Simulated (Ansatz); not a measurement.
Method: Ansatz 0.2.0, DFT PBE, scalar-relativistic, plane waves, PAW. Settings of the last relaxation (8-atom cell): 420 eV, 8×8×4 k points, Gaussian smearing of 0.02 eV, no spin polarisation.

Formation energies are uncorrected and count from the elements' standard states at the same level.

Problem. Suggest a trial structure for a tetragonal semiconductor that holds In and 2 more elements, with a gap near 1.9 eV, a formation energy near −0.93 eV/atom and a density near 4.41 g/cm³, in a cell of 8 atoms.

Solution. Al₃InN₄, space group P-4m2 (No. 115). Al on a site of symmetry 2mm is surrounded by 4 N at 1.91–1.93 Å; Al on a site of symmetry -4m2 has 4 N at 1.93 Å; In has 4 N at 2.15 Å; N on its first site has 2 Al at 1.91 Å and 2 In at 2.15 Å; 1 more site not described.

Space group P-4m2 (No. 115). a = 3.221 Å, b = 3.221 Å, c = 9.139 Å, α = 90.00°, β = 90.00°, γ = 90.00°
```tsv
atom	site	symmetry	x	y	z
Al	2e	2mm.	0.0000	0.0000	0.7315
Al	1c	-4m2	0.5000	0.5000	0.5000
In	1b	-4m2	0.5000	0.5000	0.0000
N	2g	2mm.	0.5000	0.0000	0.8446
N	2g	2mm.	0.5000	0.0000	0.3843
```

The volume per atom is 11.85 Å³. The density is 4.41 g/cm³ and the energy over the elements is −0.929 eV/atom. The gap on the 8×8×4 mesh of the 8-atom cell is 1.94 eV.

The cell was found from a structure generator's guess, not taken from experiment. Other answers may fit too; this one was computed.

Kohn–Sham gaps at this level usually fall short of measured ones. Symmetry constrained the relaxation, so the result can be a saddle point.
